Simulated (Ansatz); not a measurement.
Te:
```cif
data_Te3
_chemical_formula_sum 'Te3'
_space_group_name_H-M_alt 'P3121'
_space_group_IT_number 152
_space_group_name_Hall 'P 31 2"'
_cell_length_a 4.52493
_cell_length_b 4.52493
_cell_length_c 5.95080
_cell_angle_alpha 90.000
_cell_angle_beta 90.000
_cell_angle_gamma 120.000
loop_
_atom_site_label
_atom_site_type_symbol
_atom_site_symmetry_multiplicity
_atom_site_Wyckoff_symbol
_atom_site_fract_x
_atom_site_fract_y
_atom_site_fract_z
_atom_site_occupancy
Te1 Te 3 a 0.73217 0.73217 0.00000 1
```

Relaxed at zero pressure with the program Ansatz at the PBE level (PAW).

The volume is raised by 6 % and shape and atoms relax at that volume. What pressure results, and how do the axes share the change?

-0.7 GPa; a 3.1 %, b 3.1 %, c -0.3 %; the energy rises by 5 meV/atom.

Give the new structure.


Space group P3₁21 (No. 152); a = b = 4.666 Å, c = 5.932 Å, α = β = 90.00°, γ = 120.00°

```csv
atom,site,symmetry,x,y,z
Te,3a,.2.,0.7432,0.7432,0.0000
```

The phase is kept; no other phase was compared at this pressure.

Space group P3_121 (trigonal Se type). The cell was relaxed with PBE under the symmetry of its start. A crystal of weakly bound chains computed without a dispersion correction: the cell and the soft elastic constants depend strongly on that. Scalar-relativistic: spin–orbit coupling is off unless named, which matters more the heavier the elements.

Potentials: the later of the program's two PAW sets.
